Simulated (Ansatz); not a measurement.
### Question
Each is relaxed and computed with DFT-r²SCAN in the program Ansatz with PAW potentials. Which is the only one with a gap?
(A) InP, P6_222 (In on 3d, P on 3c)
(B) NbP, CsCl type
(C) P2W, C2/m (P on 4i, P on 4i, W on 4i)
(D) InMo2C, P6_3/mmc (In on 2d, Mo on 4f, C on 2a)

### Answer
A, InP, P6_222 (In on 3d, P on 3c). InP: gap 0.41 eV; P2W: metal; InMo2C: metal; NbP: metal. Constructed cells (a structure type filled with these elements, in neither database checked): NbP, CsCl type. Typed or built starts, not in the databases checked: InP, P6_222 (In on 3d, P on 3c); InMo2C, P6_3/mmc (In on 2d, Mo on 4f, C on 2a). Not the usual ambient phase: InP, P6_222 (In on 3d, P on 3c). Standing as an ambient phase not checked: P2W, C2/m (P on 4i, P on 4i, W on 4i). All cells were relaxed under the symmetry of their starts (and spin orders); stability against distortions was not tested throughout. Rows with no word on spin ran without spin polarisation. Scalar-relativistic: spin–orbit coupling is off unless named, which matters more the heavier the elements.

Potentials: the earlier of the program's two PAW sets.
